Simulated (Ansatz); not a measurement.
## BaMg2Re2: settings compared (Ansatz)

Launch command:

```bash
ansatz run input.yaml --threads 1 --pin off --max-ram 2560MiB --backend cpu --events-out ev --progress --plain --runs-dir out
```

input.yaml:

```yaml
crystal:
  lattice:
    - [4.553128, 0.0, 0.0]
    - [0.0, 4.553128, 0.0]
    - [0.0, 0.0, 11.027676]
  atoms:
    - { symbol: Re, position: [0.0, 0.5, 0.867] }
    - { symbol: Re, position: [0.5, 0.0, 0.133] }
    - { symbol: Mg, position: [0.0, 0.0, 0.0] }
    - { symbol: Mg, position: [0.5, 0.5, 0.0] }
    - { symbol: Mg, position: [0.0, 0.5, 0.631] }
    - { symbol: Mg, position: [0.5, 0.0, 0.369] }
    - { symbol: Ba, position: [0.0, 0.5, 0.253] }
    - { symbol: Ba, position: [0.5, 0.0, 0.747] }
    - { symbol: Re, position: [0.0, 0.0, 0.5] }
    - { symbol: Re, position: [0.5, 0.5, 0.5] }
  symmetry: { tolerance: 0.0003 }
kpoints:
  mp_grid: { grid: [4, 4, 2], shift: [0, 0, 0] }
magnetization:
  spin_polarized: false
scf:
  occupations: { method: fermi_dirac }
hamiltonian:
  pseudopotentials: { kind: paw }
  xc: r2scan
basis:
  ecutwfc: 500
output:
  forces: true
  stress: true
  eigenvalues: true
```

Origin of the cell: a known structure type with other elements, at an estimated volume, so it need not be a known compound.

The smearing width isn't typed, so it takes its default of 0.1 eV.

Output of this run (shortened):

```
Pseudopotentials: kind: paw
Pseudopotential: Re, paw, valence charge 15, recommended cutoff 500 eV (meta_gga), Re.paw.azcp
Pseudopotential: Mg, paw, valence charge 10, recommended cutoff 500 eV (meta_gga), Mg.paw.azcp
Pseudopotential: Ba, paw, valence charge 10, recommended cutoff 500 eV (meta_gga), Ba.paw.azcp
Functional definition: r2SCAN
  exchange = r2scan_x(k0 = k0, k1 = k1, a1 = a1)
  correlation = r2scan_c
Crystal: 10 atoms, lattice volume = 228.614 Å³
Basis set: ecut = 500 eV, 5805 PW (Γ), exchange–correlation on 144×144×324 points (64 copies of the dense FFT grid, shifted against one another)
Bands: 72, of which v1, the nominal top of the filled ones, is band 60 counted from 1 (59 counted from 0)
Symmetry: 16 space group operations
[… 11 lines left out …]
Initial density: superposition of atomic densities (neutral atoms: chi_scale 0, normalization atom), corrected by the library's trained network
Functional: x = r2scan, c = r2scan; τ floored in thin density (d = 2e-4 eV/Å³)
SCF iter   1: F=—  HF=-63144.253588 eV  Δρ=1.34e-2  dr2=1.25e0  dr2_τ=1.51e-1
SCF iter   2: F=—  HF=-63144.429147 eV  Δρ=7.18e-3  dr2=3.69e-1  dr2_τ=4.87e-2
SCF iter   3: F=—  HF=-63144.483651 eV  Δρ=1.36e-2  dr2=3.20e0  dr2_τ=1.30e-1  recentre
SCF iter   4: F=—  HF=-63144.429676 eV  Δρ=2.63e-3  dr2=2.73e-2  dr2_τ=6.90e-4
SCF iter   5: F=—  HF=-63144.427387 eV  Δρ=6.29e-4  dr2=1.29e-3  dr2_τ=4.00e-5
SCF iter   6: F=—  HF=-63144.427545 eV  Δρ=5.33e-4  dr2=2.57e-3  dr2_τ=1.29e-4
SCF iter   7: F=—  HF=-63144.427459 eV  Δρ=1.14e-4  dr2=6.38e-5  dr2_τ=2.34e-6
SCF iter   8: F=—  HF=-63144.427773 eV  Δρ=7.45e-5  dr2=6.83e-5  dr2_τ=2.18e-6
SCF iter   9: F=—  HF=-63144.427774 eV  Δρ=2.29e-5  dr2=6.13e-6  dr2_τ=2.82e-7
SCF iter  10: F=—  HF=-63144.427774 eV  Δρ=1.36e-5  dr2=2.84e-6  dr2_τ=4.29e-8
SCF iter  11: F=-63144.427774 eV  HF=-63144.427774 eV  Δρ=3.22e-6  dr2=9.99e-8  dr2_τ=1.00e-8
the search or the solves at the SCF's close seem to have found levels that the self-consistency loop had missed (the run counts 1). By its estimate they hold under 1e-12 electrons; where the […]
SCF 1 converged in 11 iterations: F = -63144.427774 eV  dr2 = 9.99e-8
SCF converged after 11 iterations
Free energy (F): -63144.427774 eV
Harris-Foulkes:  -63144.427774 eV  (|F-HF|=8.71e-8)
Internal energy: -63143.853904 eV  (E = F + TS)
E sigma→0 (E₀):  -63144.140839 eV
Entropy (-TS):   -0.573869 eV (-57.387 meV/atom)
Fermi energy:    10.899454 eV
--- Per-component energies (eV) ---
  E_band       = -2310.443838
  E_kinetic    = 2790.375089
  E_local      = -12480.877315  (includes V_loc(G=0)·N_el)
  E_nonlocal   = 720.862739
  E_hartree    = 4583.695408
  E_xc         = -1953.165447
  E_vxc        = -1794.483163  (∫ρ·V_xc dr)
  E_paw        = -46447.708671  (= ΣΔE_a)
  E_vpaw       = -810.577936  (= ΣTr[D̂ρ^β])
  E_aug_tail   = -0.000155  (compensation charges beyond the density's cutoff)
  E_vtau       = 96.858432  (kinetic-family band-sum trace: ∫τ·v_τ [+ j·A + Jᵃ·Aᵃ] dr)
  E_ewald      = -10355.188069
  E_core_change = -1.847483  (= ΣΔE_core)
  E_smearing   = -0.573869  (= −TS)
  Σ components = -63144.427774   (vs F -63144.427774, Δ=0.00e0)
--- Forces (eV/Å), atoms counted from 1 ---
[… 5 lines left out …]
  atom   6  Mg    -0.000000     0.000000     0.091364
  atom   7  Ba    -0.000000     0.000000    -0.245950
  atom   8  Ba     0.000000     0.000000     0.245950
  atom   9  Re     0.000000     0.000000    -0.000000
  atom  10  Re    -0.000000     0.000000     0.000000
  max |Σ_I F_I| component: 2.69e-17 eV/Å
--- Stress (GPa, compression-positive) ---
       -2.779672      -0.000000       0.000000
       -0.000000      -2.779672      -0.000000
        0.000000      -0.000000       7.842736
  P = ⅓ Tr σ = 0.7611 GPa (7.611 kbar)
```

The same input was run again with these changes:

1. `scf.occupations.method` fermi_dirac → cold; `scf.occupations.width` default → 0.025; `crystal.symmetry` { tolerance: 0.0003 } → { detect: false }
2. `scf.occupations.width` default → 0.1; `hamiltonian.xc` r2scan → pbe; `scf.eigensolver.kind` default → davidson; `basis.precision` default → f64
3. `scf.lower_state_search` default → standard; `hamiltonian.xc` r2scan → revpbe
4. `scf.lower_state_search` default → light; `hamiltonian.hubbard` default → { sites: [{ species: Re, l: d, u_eff: 2.0 }], double_counting: fll }

```csv
run,end,SCF iterations,P (GPa),max force component (eV/Å),moment (μB),ΔE(σ→0) (meV/atom)
base,converged,11,0.76,0.502,–,0
1,converged,14,0.64,0.608,–,3.02
2,converged,8,1.66,0.335,–,–
3,converged,8,3.20,0.321,–,–
4,converged,40,1.04,0.254,–,–
```

Energies are compared only where functional, datasets, charge and starting cell are the same.

Caveats of the base run: no moments, though an odd count or open d shells may carry them; no spin-orbit coupling, though heavy elements are present; the k mesh is coarse if the cell is a metal.

Run 3: forces of this functional can be a tenth off on datasets made under PBE.

The base run took 19 s on 1 thread of Intel(R) Xeon(R) 6975P-C (Granite Rapids), with other jobs on the host, peak memory 1 GiB, from the program's own first density.
